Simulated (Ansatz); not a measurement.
# Al₂O₃: a film clamped to a substrate

Method: DFT PBE, scalar-relativistic, plane waves, PAW (Ansatz). Settings: plane waves to 420 eV, k-mesh 6×6×6 (Γ-centred), Gaussian smearing 0.05 eV. No spin polarisation. Energies are free energies at this smearing, counted from the undisturbed cell; pressure is positive in compression.

Zero of the scan (relaxed at this level):

```yaml
crystal:
  lattice:
    - [2.40435, 1.38815, 4.37448]
    - [-2.40435, 1.38815, 4.37448]
    - [0.00000, -2.77631, 4.37448]
  atoms:
    - { symbol: Al, position: [0.85215, 0.85215, 0.85215] }
    - { symbol: Al, position: [0.64785, 0.64785, 0.64785] }
    - { symbol: Al, position: [0.14785, 0.14785, 0.14785] }
    - { symbol: Al, position: [0.35215, 0.35215, 0.35215] }
    - { symbol: O, position: [0.05618, 0.44382, 0.75000] }
    - { symbol: O, position: [0.75000, 0.05618, 0.44382] }
    - { symbol: O, position: [0.44382, 0.75000, 0.05618] }
    - { symbol: O, position: [0.94382, 0.55618, 0.25000] }
    - { symbol: O, position: [0.25000, 0.94382, 0.55618] }
    - { symbol: O, position: [0.55618, 0.25000, 0.94382] }
```

The cell (10 atoms, V0 = 87.60 Å³) is strained by p along both x and y and by q along z, fractional coordinates fixed. τp = (1/V0) ∂E/∂p = (σxx + σyy)(1 + p)(1 + q) and τq = (1/V0) ∂E/∂q = σzz(1 + p)², with tension positive.

```csv
p,q,ΔE (meV/atom),τp (GPa),τq (GPa)
0.000,0.000,0.00,-0.03,-0.02
-0.025,0.000,22.36,-33.69,-5.22
0.025,0.000,19.75,28.13,4.28
0.000,-0.025,8.36,-5.18,-12.41
0.000,0.025,7.73,4.31,11.14
```

Question: Get the second derivatives of the energy density.

Answer: Central differences give A = ∂τp/∂p = 1236 GPa (C11 + C22 + 2 C12), C = ∂τq/∂q = 471 GPa (C33) and the cross term B = ∂τq/∂p = 190 GPa (C13 + C23); ∂τp/∂q = 190 GPa must equal B, and any difference shows higher-order terms. The ions are clamped.

Question: A film of this crystal grows with z along the normal on a substrate that imposes p. How does its thickness respond, and what does the misfit cost?

Answer: Count p and q from the stress-free cell. A free surface needs τq = 0, so q = −(B/C) p = -0.40 p. The energy density left is (A − B²/C) p²/2 = M p², with the biaxial modulus M = 580 GPa; a misfit of 1 % costs 3.17 meV/atom, against 3.38 meV/atom if the thickness were held.

At p = 0.050 the energies along q are 83.7 (q = -0.050), 71.3 (q = -0.025), 74.7 (q = 0.000), 92.2 (q = 0.025), 122.3 (q = 0.050) meV/atom.

Question: Does the linear rule hold at this misfit?

Answer: A parabola through the lowest point and its neighbours has its minimum at q = -0.018, 70.7 meV/atom. With the stress left in the starting cell, τp0 and τq0, linear elasticity gives q = −(τq0 + Bp)/C = -0.020 and E = V0(τp0 p + τq0 q + Ap²/2 + Bpq + Cq²/2)/N = 79.2 meV/atom. The energies differ by more than a tenth, so the quadratic law fails here: the gap holds the anharmonic part, with some error from the wide steps. Cubic terms also shift the vertex of so wide a parabola.

Forces appear on the atoms along this scan, and letting them relax would lower the energy and soften the response.